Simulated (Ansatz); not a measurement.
TiSe2:
```yaml
crystal:
  lattice:
    - [3.43921, 0.00000, 0.00000]
    - [-1.71960, 2.97844, 0.00000]
    - [0.00000, 0.00000, 5.80154]
  atoms:
    - { symbol: Se, position: [0.33333, 0.66667, 0.26499] }
    - { symbol: Se, position: [0.66667, 0.33333, 0.73501] }
    - { symbol: Ti, position: [0.00000, 0.00000, 0.00000] }
```

Relaxed with LDA. Special points in fractions of this cell's reciprocal vectors: Γ (0.000, 0.000, 0.000); M (0.500, 0.000, 0.000); K (0.333, 0.333, 0.000); A (0.000, 0.000, 0.500); L (0.500, 0.000, 0.500); H (0.333, 0.333, 0.500).

**Question.** List the band energies nearest the Fermi level at these points for LDA in the plane-wave PAW code Ansatz.

**Answer.** In eV from the Fermi level; about four levels below and three above (degenerate sets whole), none deeper than 8.9 eV; points with the same levels are listed once.

```tsv
k	below	above
Γ	-5.86 -2.27 -2.27	0.46 0.53 0.53
M	-2.98 -2.95 -2.27 -1.39	0.04 1.55 1.99
K	-4.26 -4.26 -2.72 -2.72 -2.42	1.28 1.85 1.85
A	-3.79 -3.01 -2.18 -2.18	0.39 0.39 0.50 0.50
L	-2.59 -1.07 -0.78 -0.32	1.55 1.96 3.23
H	-3.90 -3.51 -2.12 -2.12	1.29 1.29 1.29
```

Space group P-3m1 (CdI2 type). The cell was relaxed with LDA under the symmetry of its start; of distortions, only those at the zone centre were tested. The run is not spin-polarised. A crystal of weakly bound layers computed without a dispersion correction: the cell and the soft elastic constants depend strongly on that. Scalar-relativistic: spin–orbit coupling is off unless named, which matters more the heavier the elements.

Potentials: the later of the program's two PAW sets.
